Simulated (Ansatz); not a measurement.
This guess for CdHg₅S₆ is about to be relaxed.

```cif
data_structure
_symmetry_space_group_name_H-M 'P 1'
_symmetry_Int_Tables_number 1
_cell_length_a 4.1390
_cell_length_b 4.1390
_cell_length_c 20.2768
_cell_angle_alpha 90.000
_cell_angle_beta 90.000
_cell_angle_gamma 120.000
_cell_volume 300.83
loop_
_atom_site_label
_atom_site_type_symbol
_atom_site_fract_x
_atom_site_fract_y
_atom_site_fract_z
_atom_site_occupancy
Cd1 Cd 0.00000 0.00000 0.00000 1
Hg1 Hg 0.33333 0.66667 0.83333 1
Hg2 Hg 0.66667 0.33333 0.66667 1
Hg3 Hg 0.00000 0.00000 0.50000 1
Hg4 Hg 0.33333 0.66667 0.33333 1
Hg5 Hg 0.66667 0.33333 0.16667 1
S1 S 0.00000 0.00000 0.87500 1
S2 S 0.33333 0.66667 0.70833 1
S3 S 0.66667 0.33333 0.54167 1
S4 S 0.00000 0.00000 0.37500 1
S5 S 0.33333 0.66667 0.20833 1
S6 S 0.66667 0.33333 0.04167 1
```

All numbers below come from Ansatz, DFT PBE, scalar-relativistic, plane waves, PAW. Cutoff 420 eV, Gaussian smearing, Γ-centred meshes. Cell and atoms relax on a converged mesh. In metals the finer mesh still leaves noise of several meV/atom or more. The steps can't lower the symmetry of their start. No spin polarisation.

A guess keeps its type if space group and coordination stay and the shape of the cell changes little (axis ratios within about 15 %, angles within 6°); the volume may change.

Question: Does it keep its structure type, or change into something else?

Answer: It keeps its type. The symmetry stays P3m1 (No. 156). The volume per atom grows by 6.7 %, from 25.1 to 26.7 Å³. The shortest distance goes from 2.53 Å (Cd–S and Hg–S) to 2.57 Å (Cd–S). The ratio c/a of the conventional cell changes by a factor of 1.00. Counting neighbours within 15 % of an atom's shortest distance, the start has Cd 4, Hg 4, S 4 and the end Cd 4, Hg 4, S 4.

The last run used a 12×12×2 mesh (in the run's order of axes) for its 12-atom cell and Gaussian smearing of 0.10 eV. Spin–orbit coupling, which can matter for Hg, is left out. A structure relaxed within its symmetry needn't be a true minimum.
